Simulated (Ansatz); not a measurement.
The relaxed structure here is a generated cell of GaNi: the first start was made by placing the elements on the sites of a structure type, and the end was not matched to a known phase here, so it may be hypothetical.

A relaxed cell of GaNi (Immm (No. 71)), relaxed on a k-mesh at least as fine as the one used below. These are PBE (plane waves to 420 eV, PAW, scalar-relativistic; Ansatz, a first-principles code) values and carry that method's errors. Γ-centred k-mesh 13×13×13 on the run's cell (coarser than for final values), Fermi–Dirac smearing 0.05 eV.

```xyz
4
Lattice="-2.6728 4.1175 5.0359 0.0000 0.0000 5.0359 1.3364 2.0587 -2.5179" Properties=species:S:1:pos:R:3 pbc="T T T"
Ni     0.0000     0.0000     0.0000
Ni    -1.3364     2.0587     7.5538
Ga     0.0000     0.0000     2.5179
Ga    -1.3364     2.0587     5.0359
```

The atoms are displaced along an unstable phonon of this cell by (Å):

```csv
atom,ux,uy,uz
Ni1,0.000,0.000,-0.150
Ni2,0.000,0.000,0.150
Ga3,0.000,0.000,-0.137
Ga4,0.000,0.000,0.137
```

Task: What forces (eV/Å) and pressure result?

Result: 
```
atom    Fx    Fy     Fz
----  ----  ----  -----
Ni1   0.00  0.00  -0.30
Ni2   0.00  0.00   0.30
Ga3   0.00  0.00  -0.38
Ga4   0.00  0.00   0.38
```

Pressure -1.2 GPa.

The undisplaced cell is probably no minimum: from this displacement the run went on to I4₁/amd (No. 141), 0.21 eV/atom below it.

No spin polarisation in the result: the starting moments vanished. A magnetic state may lie lower.
